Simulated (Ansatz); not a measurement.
Values for one crystal, relaxed and computed with the program Ansatz at the r²SCAN level (PAW); other levels are named.

```yaml
volume_per_atom: 15.75 Å³
band_gap: 2.25 eV (direct)
electron_effective_mass: 0.42, 1.0, 4.2 mₑ (principal values)
conduction_band_minimum: at Γ
hole_effective_mass: 0.29, 3.9, 4.9 mₑ (principal values)
valence_band_maximum: at Γ
Formation energy from the elements (no fitted shifts): -1.65 eV/atom
```

**Question.** Pick the material that matches.
A. CaZrN2, Pna2_1 (Ca on 4a, Zr on 4a, N on 4a, N on 4a)
B. CrN, R-3m (Cr on 3a, N on 3b)
C. YN, rock salt
D. BN, wurtzite

**Answer.** A, CaZrN2, Pna2_1 (Ca on 4a, Zr on 4a, N on 4a, N on 4a)

The start of the workflow was typed in or built on a structure type; neither database checked (COD, Materials Project) lists it. Its standing as an ambient phase is unchecked. The r²SCAN relaxation kept the symmetry of its start; its stability against distortions is not shown here. The run is not spin-polarised. The references are the lowest solids computed at this level, not always the standard phases (solids in place of the gases). Scalar-relativistic: spin–orbit coupling is off unless named, which matters more the heavier the elements.

Potentials: the earlier of the program's two PAW sets. The files were generated under PBE; for other functionals the program regenerates the frozen cores, and for LDA and PBEsol the local potential too.
